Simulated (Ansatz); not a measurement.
# TiSi2 under strain — quadrupolar parameters

The cell is an entry of the Crystallography Open Database (COD), relaxed with PBE at fixed cell and then changed (z compressed by 3 %, ions relaxed).

```
Ti Si
1.0
     0.00000    4.11800    4.13366
     2.38650    0.00000    4.13366
     2.38650    4.11800    0.00000
Ti Si
2 4
Direct
  0.75000 0.75000 0.75000
  0.50000 0.50000 0.50000
  0.08571 0.41429 0.08571
  0.41429 0.08571 0.41429
  0.16429 0.83571 0.16429
  0.83571 0.16429 0.83571
```

Sites (sets of like atoms) are named by element and the number of their first atom in this list.

All values are calculated (Ansatz; DFT, PBE, plane waves and PAW, scalar-relativistic, 420 eV cutoff, Γ-centred 13×13×13 k-points, Fermi–Dirac smearing 0.05 eV), not measured.

V_zz is the principal component of the electric field gradient with the largest magnitude, η = (V_xx − V_yy)/V_zz and C_Q = eQV_zz/h.

49Ti: I = 7/2, Q = 247.0 mb. Quadrupole moments are those of Pyykkö's year-2017 table.

(1) What field gradients does the calculation give at each kind of site?

Results:

(1) 

```
site  atoms (order as listed)                                                    first shell  V_zz (10²¹ V/m²)     η  C_Q (MHz)
  Ti                     1, 2                           10 Si at 2.49–2.76 Å, 4 Ti at 3.15 Å             -2.33  0.88      -13.9
  Si               3, 4, 5, 6  2 Si at 2.47 Å, 5 Ti at 2.49–2.76 Å; also 3 Si at 2.71–2.77 Å             -3.91  0.04          –
```

Si has no stable isotope with a ground-state quadrupole moment in the table, so no C_Q is given.

The run finds no gap above 0.1 eV (a metal, or nearly one), so the gradients can move by 10 % or more with the k-mesh. At this changed cell the PBE pressure is 8 GPa.

The relaxation (3 steps) took 1.8 min of wall time (1.8 min of CPU time) and 0.99 GiB at its peak, on 1 thread of Intel Xeon Platinum 8488C (Sapphire Rapids) (x86_64; 16 cores open to the job, memory cap 3.0 GiB, no GPU), a shared host with a load of 0.4 a core.
